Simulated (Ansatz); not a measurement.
Input:

NiGe:
```xyz
8
Lattice="5.2835 0.0000 0.0000 0.0000 3.4683 0.0000 0.0000 0.0000 5.7203" Properties=species:S:1:pos:R:3 pbc="T T T"
Ni     5.2449     2.6012     1.0832
Ni     0.0386     0.8671     4.6372
Ni     2.6804     0.8671     3.9433
Ni     2.6031     2.6012     1.7770
Ge     4.2866     2.6012     3.3762
Ge     0.9969     0.8671     2.3441
Ge     3.6387     0.8671     0.5161
Ge     1.6449     2.6012     5.2043
```

This is the PBEsol-relaxed structure.

**Question.** All from the program Ansatz at the PBEsol level (PAW), unless another level is named. Predict the electronic character.

**Answer.** metallic (no gap).

**Question.** Predict the formation energy from the elements (no fitted shifts).

**Answer.** -0.37 eV/atom.

**Question.** Predict the density of states at the Fermi level.

**Answer.** 0.30 states/eV per atom (mean over ±0.08 eV).

**Question.** Next, the gap with spin–orbit coupling?

**Answer.** none (metallic).

Space group Pnma. The PBEsol relaxation kept the symmetry of its start. The workflow began spin-polarised and lost its moments. The references are the lowest solids computed at this level, not always the standard phases. Spin–orbit coupling is left out wherever it is not named.

Potentials: the later of the program's two PAW sets.
